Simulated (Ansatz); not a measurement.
Level of theory: Ansatz, DFT PBE, scalar-relativistic, plane waves, PAW. All cells share a 420 eV cutoff and Γ-centred k meshes spaced at most about 0.3 Å⁻¹ (about 0.25 or finer for metals, 2π included). No spin polarisation in the final relaxations.

These are static total energies at zero pressure. All come from trial cells, and lower structures may exist.

Question: Which of these relaxed structures of Ti2SiSe2 is the lowest in energy?
A.

Space group P6/mmm (No. 191). a = 4.099 Å, b = 4.099 Å, c = 8.423 Å, α = 90.00°, β = 90.00°, γ = 120.00°
| atom | site | symmetry | x | y | z |
| --- | --- | --- | --- | --- | --- |
| Ti | 2d | -6m2 | 0.3333 | 0.6667 | 0.5000 |
| Si | 1a | 6/mmm | 0.0000 | 0.0000 | 0.0000 |
| Se | 2e | 6mm | 0.0000 | 0.0000 | 0.6828 |

B.

Space group I4/mmm (No. 139). a = 4.769 Å, b = 4.769 Å, c = 8.361 Å, α = 90.00°, β = 90.00°, γ = 90.00°
```csv
atom,site,symmetry,x,y,z
Ti,4d,-4m2,0.0000,0.5000,0.2500
Si,2a,4/mmm,0.0000,0.0000,0.0000
Se,4e,4mm,0.5000,0.5000,0.1578
```

C.

Space group P4/mbm (No. 127). a = 7.364 Å, b = 7.364 Å, c = 3.166 Å, α = 90.00°, β = 90.00°, γ = 90.00°
```
atom  site  symmetry       x       y       z
  Ti    4h      m.2m  0.8452  0.3452  0.5000
  Si    2a     4/m.. 0.0000  0.0000  0.0000
  Se    4g      m.2m  0.1411  0.3589  0.0000
```

Answer: C. It has space group P4/mbm (No. 127); the next, B, with space group I4/mmm (No. 139), lies 13 meV/atom higher. Counting Se or Si atoms around Ti (for each partner element, those within 1.25 times its shortest distance or 1.15 times the sum of covalent radii, where it is the nearest in units of that sum or under 1.3; a plus sign parts groups by distance over the sum of covalent radii), the lowest has Ti 6+4 and the next has Ti 4+4. The next holds Se–Se pairs (shortest 2.64 Å); in the lowest the shortest Se–Se distance is 2.94 Å, near bonding range too.

For metals, differences of a few meV/atom aren't resolved. Cells relaxed within their symmetry can be saddle points. Some structure types and database cells were kept out of the candidates from the start, so a known form may be missing.
